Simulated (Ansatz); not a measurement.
**Structure relaxation, AgCl**

The start is a relaxed AgCl cell, doubled along one cell vector, shaken by Gaussian noise of σ = 0.08 Å a coordinate. Cell shape, volume and atoms are optimised at zero target pressure with r2SCAN (plane waves to 500 eV, PAW, scalar-relativistic; Ansatz, an electronic-structure program). The first steps use a coarse 7×4×7 k-mesh.

Starting cell:
```
AgCl
1.0
    0.00000     2.77252     2.77252
    5.54504     0.00000     5.54504
    2.77252     2.77252     0.00000
Cl Ag
2 2
Direct
  0.00027   0.01331   0.99708
  0.99256   0.48537   0.02546
  0.48365   0.23381   0.53008
  0.52329   0.75350   0.47898
```

How much energy is released per atom?

0.019 eV/atom.

Is the parent structure recovered?

The parent structure is recovered, Fm-3m (No. 225).

How do the shortest distances between atoms change?

The closest pairs of elements (up to four, under 3.6 Å), start → end: Ag–Cl 2.56 → 2.77 Å.

What band gap does the relaxed structure have at this level?

1.48 eV, indirect (valence top at k = (0, 0, -0.5), conduction bottom at Γ) (no spin-orbit coupling).

It ends as:

Space group Fm-3m (No. 225); a = 5.545 Å, b = 5.545 Å, c = 5.545 Å, α = 90.00°, β = 90.00°, γ = 90.00°

| atom | site | symmetry | x | y | z |
|---|---|---|---|---|---|
| Cl | 4a | m-3m | 0.0000 | 0.0000 | 0.0000 |
| Ag | 4b | m-3m | 0.5000 | 0.5000 | 0.5000 |
(The calculation used a cell of 2 atoms; values per cell refer to that cell.)

Final values are on a 10×10×10 k-mesh of the relaxed cell. No spin polarisation in the result.
